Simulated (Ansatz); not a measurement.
## SiP2O7: field gradients against cell size

Reference cell: an entry of the Crystallography Open Database (COD), ions relaxed with PBE at fixed cell.

Space group P2_1/c (No. 14); a = 4.3042, b = 7.1505, c = 6.2987 Å, β = 103.80°.

```
site  Wyckoff  site symmetry       x       y       z
  Si       2b             -1  0.5000  0.5000  0.5000
   P       4e              1  0.8865  0.6120  0.1837
  O7       4e              1  0.6455  0.4877  0.2601
 O11       4e              1  0.7370  0.7946  0.0906
 O15       4e              1  0.1899  0.6460  0.3628
 O19       2c             -1  0.0000  0.5000  0.0000
```

One atom of each set is listed.

All values are calculated (Ansatz; DFT, PBE, plane waves and PAW (field gradients read without the response of the frozen cores, which leaves them typically 4 to 6 % off), scalar-relativistic, 420 eV cutoff, Γ-centred 5×3×4 k-points, Fermi–Dirac smearing 0.02 eV), not measured.

The cell is scaled uniformly, and the ions relax again at each size. Five of the sites with a gradient are followed.

Problem. How do the gradients (10²¹ V/m²) respond?

Solution. 

```csv
V/V₀,Si V_zz (η),P V_zz (η),O7 V_zz (η),O11 V_zz (η),O15 V_zz (η)
0.95,2.01 (0.36),4.72 (0.21),11.63 (0.49),13.73 (0.15),12.16 (0.35)
0.98,2.52 (0.31),4.75 (0.22),12.14 (0.46),14.05 (0.14),12.53 (0.35)
1.00,2.89 (0.30),4.76 (0.23),12.47 (0.45),14.24 (0.14),12.78 (0.34)
```

Logarithmic slopes d ln|V_zz|/d ln V over the series: Si 7.1, P 0.2, O7 1.4, O11 0.7, O15 1.0. Point charges on a uniformly scaled lattice would give −1; atoms that shift within the cell as it changes, and charge that moves in the bonds, make the difference.

At this cell the PBE pressure is 6 GPa, so with PBE the cell would grow if it were relaxed.
